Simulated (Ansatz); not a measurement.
Zn₁₃Co:
```cif
data_Co2Zn26
_chemical_formula_sum 'Zn26 Co2'
_space_group_name_H-M_alt 'C2/m'
_space_group_IT_number 12
_space_group_name_Hall '-C 2y'
_cell_length_a 10.59680
_cell_length_b 7.48613
_cell_length_c 4.96484
_cell_angle_alpha 90.000
_cell_angle_beta 100.821
_cell_angle_gamma 90.000
loop_
_space_group_symop_operation_xyz
  'x, y, z'
  '-x, -y, -z'
  '-x, y, -z'
  'x, -y, z'
  'x+1/2, y+1/2, z'
  '-x+1/2, -y+1/2, -z'
  '-x+1/2, y+1/2, -z'
  'x+1/2, -y+1/2, z'
loop_
_atom_site_label
_atom_site_type_symbol
_atom_site_symmetry_multiplicity
_atom_site_Wyckoff_symbol
_atom_site_fract_x
_atom_site_fract_y
_atom_site_fract_z
_atom_site_occupancy
Zn1 Zn 8 j 0.07661 0.29170 0.31525 1
Co1 Co 2 c 0.50000 0.50000 0.50000 1
Zn2 Zn 8 j 0.32360 0.32031 0.20003 1
Zn3 Zn 4 i 0.22231 0.00000 0.37044 1
Zn4 Zn 4 i 0.38687 0.00000 0.06664 1
Zn5 Zn 2 a 0.00000 0.00000 0.00000 1
```
(The calculation used a cell of 14 atoms; values per cell refer to that cell.)

Relaxed at zero pressure with r²SCAN in the plane-wave PAW code Ansatz.

Task: The volume is lowered by 6 % and shape and atoms relax at that volume. What pressure results, and how do the axes share the change?

Result: 7.4 GPa; a -1.5 %, b -3.0 %, c -1.7 %; the energy rises by 18 meV/atom.

Task: Give the new structure.

Result: 
Space group C2/m (No. 12); a = 10.4420 Å, b = 7.2636 Å, c = 4.8818 Å, α = γ = 90.00°, β = 100.86°

| atom | site | symmetry | x | y | z |
|---|---|---|---|---|---|
| Zn | 8j | 1 | 0.0782 | 0.2983 | 0.3214 |
| Co | 2c | 2/m | 0.5000 | 0.5000 | 0.5000 |
| Zn | 8j | 1 | 0.3232 | 0.3215 | 0.1977 |
| Zn | 4i | m | 0.2201 | 0.0000 | 0.3655 |
| Zn | 4i | m | 0.3880 | 0.0000 | 0.0730 |
| Zn | 2a | 2/m | 0.0000 | 0.0000 | 0.0000 |

The phase is kept; no other phase was compared at this pressure.

The workflow started from an entry of the Crystallography Open Database (COD). Whether it is the stable phase at ambient conditions was not checked. The r²SCAN relaxation kept the symmetry of its start; its stability against distortions is not shown here. The workflow began spin-polarised and lost its moments. The cell computed holds one magnetic atom, so no antiferromagnetic order was within reach. Axis ratios of metals converge slowly with the k-mesh, so a and c are less sure than the volume.

Potentials: the later of the program's two PAW sets.
